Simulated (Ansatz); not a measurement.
Consider the following.

VSi (rock salt, Fm-3m), a = b = c = 4.8870 Å, α = β = γ = 90.00°; the cell used has 2 atoms.

This is the PBE-relaxed structure.

Q: All from plane-wave PAW PBE (Ansatz code), unless another level is named. Estimate the electronic character.

A: metallic (no gap).

Q: Next, the formation energy from the elements (no fitted shifts)?

A: 0.001 eV/atom.

Q: Give the density of states at the Fermi level.

A: 1.1 states/eV per atom (mean over ±0.08 eV).

A made-up cell: these elements were put on the sites of a structure type; neither database checked (COD, Materials Project) lists it. Whether it is the stable phase at ambient conditions was not checked. Symmetry was held in the PBE relaxation; whether a distortion lowers the energy is not shown. The workflow began spin-polarised and lost its moments. The references are the lowest solids computed at this level, not always the standard phases.

Potentials: the later of the program's two PAW sets.
